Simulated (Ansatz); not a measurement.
Input deck for Ansatz 0.2.0, then the block of the output on the nuclei.

The cell is a COD entry, relaxed with PBE at fixed cell and then changed (atom 13 (F) replaced by Br, ions relaxed).

```yaml
crystal:
  lattice:
    - [5.163, 0.0, 0.0]
    - [0.0, 9.083, 0.0]
    - [-1.9901537784, 0.0, 4.8711325108]
  atoms:
    - { symbol: Te, position: [0.4767018025, 0.8490003342, 0.7336652046] }
    - { symbol: Te, position: [0.5232981975, 0.3490003342, 0.2663347954] }
    - { symbol: H, position: [0.0362760478, 0.7098967053, 0.5010158685] }
    - { symbol: H, position: [0.9637239522, 0.2098967053, 0.4989841315] }
    - { symbol: H, position: [0.2065828117, 0.7287985752, 0.2906953972] }
    - { symbol: H, position: [0.7934171883, 0.2287985752, 0.7093046028] }
    - { symbol: "N", position: [0.2291795057, 0.7009840071, 0.4875010076] }
    - { symbol: "N", position: [0.7708204943, 0.2009840071, 0.5124989924] }
    - { symbol: F, position: [0.715883345, 0.7042983091, 0.9597081932] }
    - { symbol: F, position: [0.284116655, 0.2042983091, 0.0402918068] }
    - { symbol: F, position: [0.7035971036, 0.8530753545, 0.5238408993] }
    - { symbol: F, position: [0.2964028964, 0.3530753545, 0.4761591007] }
    - { symbol: Br, position: [0.7232757461, 0.9844504684, 0.9742846456] }
    - { symbol: F, position: [0.2767242539, 0.4844504684, 0.0257153544] }
    - { symbol: F, position: [0.2721486202, 0.8470877355, 0.9662780762] }
    - { symbol: F, position: [0.7278513798, 0.3470877355, 0.0337219238] }
    - { symbol: F, position: [0.2755617715, 0.0170085107, 0.5470752589] }
    - { symbol: F, position: [0.7244382285, 0.5170085107, 0.4529247411] }
kpoints:
  mp_grid: { grid: [5, 3, 5] }
scf:
  occupations: { method: fermi_dirac, width: 0.02 }
hamiltonian:
  xc: pbe
  pseudopotentials: { kind: paw }
output:
  forces: true
  stress: true
  populations: true
  efg:
    quadrupole_moments_barn: { H: 0.00285783, "N": 0.02044, Br: 0.2579 }
    contact_densities: true
relax:
  f_tol: 0.02
  max_steps: 60
```

```sh
ansatz run input.yaml --threads 2 --pin off --max-ram 5120MiB --backend cpu --events-out ev --progress --plain --runs-dir out
```

The run relaxes the ions first, and the block belongs to the relaxed positions.

Of the output, the block on the nuclei alone is shown; the set-up, the SCF iterations, energies, forces and stress are cut. One atom of each set with nearly equal values is shown.

```
--- PAW observables at the nuclei: V_zz in 10²¹ V/m², potentials from the cell's mean, atoms counted from 1 ---
  atom   1  Te V_zz =   -33.687625   η = 0.2000   by run symmetry: allowed
            electrostatic potential = -8638.786957 V   contact ρ = 1468655.859796 e/Å³
  atom   2  Te V_zz =   -20.753670   η = 0.2483   by run symmetry: allowed
            electrostatic potential = -8638.376942 V   contact ρ = 1468625.560980 e/Å³
  atom   3  H  V_zz =    +3.314164   η = 0.1336   by run symmetry: allowed   C_q = +0.2290 MHz
            electrostatic potential = -37.978158 V   contact ρ = 3.055949 e/Å³
  atom   4  H  V_zz =    +3.287640   η = 0.1296   by run symmetry: allowed   C_q = +0.2272 MHz
            electrostatic potential = -37.597949 V   contact ρ = 3.045662 e/Å³
  atom   5  H  V_zz =    +3.290947   η = 0.1276   by run symmetry: allowed   C_q = +0.2274 MHz
            electrostatic potential = -37.957941 V   contact ρ = 3.053164 e/Å³
  atom   6  H  V_zz =    +3.289725   η = 0.1307   by run symmetry: allowed   C_q = +0.2273 MHz
            electrostatic potential = -37.610792 V   contact ρ = 3.047257 e/Å³
  atom   7  N  V_zz =    -8.517253   η = 0.6113   by run symmetry: allowed   C_q = -4.2095 MHz
            electrostatic potential = -510.706921 V   contact ρ = 1414.101345 e/Å³
  atom   8  N  V_zz =    -8.450524   η = 0.6206   by run symmetry: allowed   C_q = -4.1766 MHz
            electrostatic potential = -510.331272 V   contact ρ = 1414.383351 e/Å³
  atom   9  F  V_zz =   +18.683785   η = 0.0756   by run symmetry: allowed
            electrostatic potential = -735.274695 V   contact ρ = 3129.939287 e/Å³
  atom  10  F  V_zz =   +19.074750   η = 0.0760   by run symmetry: allowed
            electrostatic potential = -734.795888 V   contact ρ = 3129.838888 e/Å³
  atom  11  F  V_zz =   +17.955894   η = 0.0705   by run symmetry: allowed
            electrostatic potential = -735.101320 V   contact ρ = 3129.837132 e/Å³
  atom  12  F  V_zz =   +18.928974   η = 0.0244   by run symmetry: allowed
            electrostatic potential = -734.725291 V   contact ρ = 3129.655180 e/Å³
  atom  13  Br V_zz =   +80.581325   η = 0.0585   by run symmetry: allowed   C_q = +502.5047 MHz
            electrostatic potential = -4904.931076 V   contact ρ = 293253.929917 e/Å³
  atom  14  F  V_zz =   +21.072045   η = 0.0209   by run symmetry: allowed
            electrostatic potential = -734.741819 V   contact ρ = 3130.154261 e/Å³
  atom  15  F  V_zz =   +18.054081   η = 0.0495   by run symmetry: allowed
            electrostatic potential = -735.079318 V   contact ρ = 3129.686043 e/Å³
  atom  16  F  V_zz =   +19.062014   η = 0.0451   by run symmetry: allowed
            electrostatic potential = -734.773264 V   contact ρ = 3129.786787 e/Å³
  atom  17  F  V_zz =   +17.245524   η = 0.0854   by run symmetry: allowed
            electrostatic potential = -735.334219 V   contact ρ = 3130.014122 e/Å³
  atom  18  F  V_zz =   +18.994920   η = 0.0478   by run symmetry: allowed
            electrostatic potential = -734.901779 V   contact ρ = 3130.044039 e/Å³
```

The relaxation (16 steps) took 14 min of wall time (28 min of CPU time) and 0.93 GiB at its peak, on 2 threads of Arm Neoverse N1 (aarch64; 36 cores open to the job, memory cap 5.0 GiB, no GPU), a shared host with a load of 0.9 a core.

Without spin–orbit coupling the gradients at and beside Te can be off by some per cent, at some sites by more.
